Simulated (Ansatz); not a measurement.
# Property card for BP

BP:
```
CELL_PARAMETERS angstrom
      3.25957     0.00000     0.00000
     -1.62979     2.82287     0.00000
      0.00000     0.00000     6.94049
ATOMIC_POSITIONS crystal
  B  0.00000 0.50000 0.33333
  B  0.50000 0.50000 0.66667
  B  0.50000 0.00000 0.00000
  P  0.00000 0.50000 0.83333
  P  0.50000 0.50000 0.16667
  P  0.50000 0.00000 0.50000
```

Space group P6_422 (No. 181); conventional cell a = 3.2596 Å, b = 3.2596 Å, c = 6.9405 Å, α = 90.00°, β = 90.00°, γ = 120.00°.

Method: DFT-PBEsol in the program Ansatz with PAW potentials. Structure relaxed to zero pressure with the same functional. Other levels are named where they apply.

**Cell and energy**

```json
{
  "volume_per_atom": "10.64 Å³",
  "density": "3.26 g/cm³",
  "Formation energy from the elements (no fitted shifts)": "0.012 eV/atom"
}
```

**Electronic structure**

```json
{
 "electronic_character": "no gap, with almost no states at the Fermi level (zero-gap or semimetallic)",
 "Density of states at the Fermi level": "0.00 states/eV per atom (mean over ±0.08 eV)",
 "HSE06 gap on the PBEsol cell": "0.54 eV (a hybrid on a coarse mesh can open a false gap in a semimetal)"
}
```

**Mechanics**

```json
{
 "Bulk modulus (Birch–Murnaghan fit)": "181 GPa",
 "Pressure derivative B′": "3.9",
 "Elastic constants (relaxed ions, GPa)": "C11 = 427, C12 = 48.9, C13 = 74.5, C33 = 382, C44 = 209",
 "mechanical_stability": "stable (all eigenvalues of C positive)",
 "hill_bulk_and_shear_moduli": "181 and 190 GPa",
 "Young's modulus": "422 GPa",
 "Poisson's ratio": "0.11",
 "debye_temperature_from_the_elastic_constants": "1130 K"
}
```

**Phonons**

```json
{
 "highest_zone_centre_frequency": "96.0 meV",
 "zone_centre_stability": "no imaginary mode at Γ"
}
```

The start of the workflow was typed in or built on a structure type; neither database checked (COD, Materials Project) lists it. It is not the phase usual at ambient conditions (space group No. 216). The PBEsol relaxation kept the symmetry of its start. As this level gives no gap, shear constants depend on the k-mesh and smearing (Fermi–Dirac, 0.1 eV here). As this level gives no gap, phonon frequencies hold no LO–TO term and depend on the k-mesh and smearing (Fermi–Dirac, 0.1 eV here). The references are the lowest solids computed at this level, not always the standard phases.

Potentials: the later of the program's two PAW sets.
